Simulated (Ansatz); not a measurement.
Computed properties of Sb2W

Sb₂W:
```cif
data_Sb8W4
_chemical_formula_sum 'W4 Sb8'
_space_group_name_H-M_alt 'Cmc21'
_space_group_IT_number 36
_space_group_name_Hall 'C 2c -2'
_cell_length_a 3.41256
_cell_length_b 12.97555
_cell_length_c 6.01277
_cell_angle_alpha 90.000
_cell_angle_beta 90.000
_cell_angle_gamma 90.000
loop_
_atom_site_label
_atom_site_type_symbol
_atom_site_symmetry_multiplicity
_atom_site_Wyckoff_symbol
_atom_site_fract_x
_atom_site_fract_y
_atom_site_fract_z
_atom_site_occupancy
W1 W 4 a 0.00000 0.10036 0.49938 1
Sb1 Sb 4 a 0.00000 0.43985 0.36067 1
Sb2 Sb 4 a 0.00000 0.70854 0.21496 1
```
(The calculation used a cell of 6 atoms; values per cell refer to that cell.)

Space group Cmc2_1 (No. 36); conventional cell a = 3.4126 Å, b = 12.9756 Å, c = 6.0128 Å, α = 90.00°, β = 90.00°, γ = 90.00°.

Method: the program Ansatz at the PBE level (PAW). Structure relaxed to zero pressure with the same functional. Other levels are named where they apply.

Cell and energy:

Volume per atom: 22.19 Å³
Density: 10.66 g/cm³
Formation energy from the elements (no fitted shifts): 0.37 eV/atom

Electronic structure:

Electronic character: metallic (no gap)
Density of states at the Fermi level: 0.23 states/eV per atom (mean over ±0.08 eV)

The start of the workflow was typed in or built on a structure type; neither database checked (COD, Materials Project) lists it. Whether it is the stable phase at ambient conditions was not checked. Symmetry was held in the PBE relaxation; its stability against distortions is not shown here. No spin polarisation was allowed. The volume moved by -18 % from the start of the relaxation. Its formation energy is positive at this level, so the cell may be metastable or incomplete. The references are the lowest solids computed at this level, not always the standard phases. Scalar-relativistic: spin–orbit coupling is off unless named, which matters more the heavier the elements.

Potentials: the later of the program's two PAW sets.
